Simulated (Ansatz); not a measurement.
Computed with Ansatz 0.2.0, DFT PBE, scalar-relativistic, plane waves, PAW. The final run on the 5-atom cell used 420 eV, a Γ-centred 10×10×10 mesh, 0.10 eV smearing and no spin polarisation.

Formation energies are uncorrected and count from the elements' standard states at the same level.

Question: Propose a candidate for a tetragonal metal that holds Hf and 2 more elements, with a formation energy near −0.08 eV/atom and about 28 Å³ per atom, in a cell of 5 atoms.

Answer: Hf2SnTe2, space group I4/mmm (No. 139). Hf is surrounded by 4 Te at 2.80 Å, 4 Hf at 3.64 Å and 4 Sn at 3.68 Å; around Sn lie 8 Hf at 3.68 Å and 10 Te at 3.73–3.95 Å; Te is surrounded by 4 Hf at 2.80 Å, 1 Te at 3.05 Å and 5 Sn at 3.73–3.95 Å.

```cif
data_structure
_symmetry_space_group_name_H-M 'I4/mmm'
_symmetry_Int_Tables_number 139
_cell_length_a 5.1498
_cell_length_b 5.1498
_cell_length_c 10.5142
_cell_angle_alpha 90.000
_cell_angle_beta 90.000
_cell_angle_gamma 90.000
_cell_volume 278.84
loop_
_atom_site_label
_atom_site_type_symbol
_atom_site_symmetry_multiplicity
_atom_site_Wyckoff_symbol
_atom_site_fract_x
_atom_site_fract_y
_atom_site_fract_z
_atom_site_occupancy
Hf1 Hf 4 d 0.00000 0.50000 0.25000 1
Sn1 Sn 2 a 0.00000 0.00000 0.00000 1
Te1 Te 4 e 0.00000 0.00000 0.35506 1
```

The volume per atom is 27.88 Å³ and the density is 8.71 g/cm³. The formation energy is −0.08 eV/atom. The gap on the 10×10×10 mesh of the 5-atom cell is 0 eV (a metal).

The structure comes from a generated guess, relaxed at this level; another structure or a mixture of phases may lie lower. The answer needn't be unique; the calculation gave this one.

Spin–orbit coupling, which can matter for Hf and Te, is left out. The reference form of Te is held partly by dispersion forces, which this level lacks. Symmetry constrained the relaxation, so the result can be a saddle point.
